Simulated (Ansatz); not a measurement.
## Computed properties of TePb$_{2}$S

TePb2S:
```
CELL_PARAMETERS angstrom
      2.21089     1.27646     7.20560
     -2.21089     1.27646     7.20560
      0.00000    -2.55292     7.20560
ATOMIC_POSITIONS crystal
  Te 0.50000 0.50000 0.50000
  Pb 0.74150 0.74150 0.74150
  Pb 0.25850 0.25850 0.25850
  S  0.00000 0.00000 0.00000
```

Space group R-3m (No. 166); conventional cell a = 4.422 Å, b = 4.422 Å, c = 21.617 Å, α = 90.00°, β = 90.00°, γ = 120.00°.

Method: plane-wave PAW r²SCAN (Ansatz code). The cell and atoms are relaxed at this level. Other levels are named where they apply.

Cell and energy:

```
Item                                                           Value
-----------------------------------------------------  -------------
Volume per atom                                             30.50 Å³
Density                                                   7.81 g/cm³
Formation energy from the elements (no fitted shifts)  -0.56 eV/atom
```

Electronic structure:

```
Property                                                      Result
----------------------------  --------------------------------------
Band gap                       0.88 eV (smallest direct gap 0.90 eV)
Valence-band maximum                                            at Γ
Conduction-band minimum                  at F (3 equivalent valleys)
Electron effective mass       0.13, 0.14, 0.26 mₑ (principal values)
Hole effective mass           0.11, 0.11, 0.31 mₑ (principal values)
HSE06 gap on the r²SCAN cell                                 1.01 eV
```

Mechanics:

```
Item                                                                                                           Value
--------------------------------------------  ----------------------------------------------------------------------
Elastic constants (relaxed ions, GPa)         C11 = 84.5, C12 = 26.9, C13 = 37.0, C14 = 17.1, C33 = 70.6, C44 = 43.1
Mechanical stability                                                          stable (all eigenvalues of C positive)
Hill bulk and shear moduli                                                                         49.0 and 28.1 GPa
Young's modulus                                                                                             70.7 GPa
Poisson's ratio                                                                                                 0.26
Debye temperature from the elastic constants                                                                   201 K
```

The workflow started from a Materials Project entry (that database holds measured and hypothetical structures alike); the Crystallography Open Database copy checked does not list it. Its standing as an ambient phase is unchecked. The r²SCAN relaxation kept the symmetry of its start; whether a distortion lowers the energy is not shown. The references are the lowest solids computed at this level, not always the standard phases. Spin–orbit coupling is left out wherever it is not named.

Potentials: the later of the program's two PAW sets.
